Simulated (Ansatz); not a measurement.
**Property card for Ga**

Ga:
```cif
data_Ga2
_chemical_formula_sum 'Ga2'
_space_group_name_H-M_alt 'P 1'
_space_group_IT_number 1
_cell_length_a 4.15661
_cell_length_b 4.15661
_cell_length_c 4.15661
_cell_angle_alpha 60.000
_cell_angle_beta 60.000
_cell_angle_gamma 60.000
loop_
_space_group_symop_operation_xyz
  'x, y, z'
loop_
_atom_site_label
_atom_site_type_symbol
_atom_site_fract_x
_atom_site_fract_y
_atom_site_fract_z
_atom_site_occupancy
Ga1 Ga 0.00000 0.00000 0.00000 1
Ga2 Ga 0.25000 0.25000 0.25000 1
```

Space group Fd-3m (No. 227), diamond; conventional cell a = b = c = 5.878 Å, α = β = γ = 90.00°.

Method: plane-wave PAW PBE (Ansatz code). Geometry: relaxed at this level of theory. Other levels are named where they apply.

### Cell and energy

```json
{
  "volume_per_atom": "25.39 Å³",
  "density": "4.56 g/cm³"
}
```

### Electronic structure

```json
{
  "electronic_character": "metallic (no gap)",
  "Density of states at the Fermi level": "0.67 states/eV per atom (mean over ±0.08 eV)",
  "Gap with spin–orbit coupling": "none (metallic)"
}
```

### Mechanics

```json
{
  "Bulk modulus (Birch–Murnaghan fit)": "36.0 GPa",
  "Pressure derivative B′": "5.3"
}
```

The start of the workflow was typed in or built on a structure type; neither database checked (COD, Materials Project) lists it. It is not the phase usual at ambient conditions (space group No. 64). The PBE relaxation kept the symmetry of its start; its stability against distortions is not shown here. The volume moved by -17 % from the start of the relaxation. Spin–orbit coupling is left out wherever it is not named.

Potentials: the earlier of the program's two PAW sets.
